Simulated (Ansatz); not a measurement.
## Two states of YNi$_{5}$

```
Ni Y
1.0
     4.95778    0.00000    0.00000
    -2.47889    4.29356    0.00000
     0.00000    0.00000    4.04343
Ni Y
5 1
Direct
  0.50000 0.00000 0.50000
  0.50000 0.50000 0.50000
  0.00000 0.50000 0.50000
  0.33330 0.66670 0.00000
  0.66660 0.33330 0.00000
  0.00000 0.00000 0.00000
```

The numbers come from plane-wave PAW DFT (Ansatz): r2SCAN, 500 eV, 6×6×6 Γ-centred k points, gaussian occupations (width 0.2347 eV). Nothing was relaxed.

State A: no moments (no spin polarisation). State B: Ni1 up, Ni2 up, Ni3 up, Ni4 up, Ni5 up (collinear spin).

Q: Which state is lower, and how do they differ?

A: State B is lower by 30.5 meV an atom at zero smearing; in free energy at this smearing B lies -22.8 meV an atom from A.

| state | free energy (meV/atom) | largest moment in a small sphere (μB) | net moment (μB/cell) | gap on mesh (eV) | pressure (GPa) | largest force (eV/Å) |
| --- | --- | --- | --- | --- | --- | --- |
| A | 22.8 | 0.00 | 0.00 | metal | -11.7 | 0.00 |
| B | 0.0 | 0.57 | 2.11 | metal | -10.7 | 0.00 |

Origin: a database entry at a rescaled volume. Caveats: atoms or cell far from equilibrium; wide smearing.
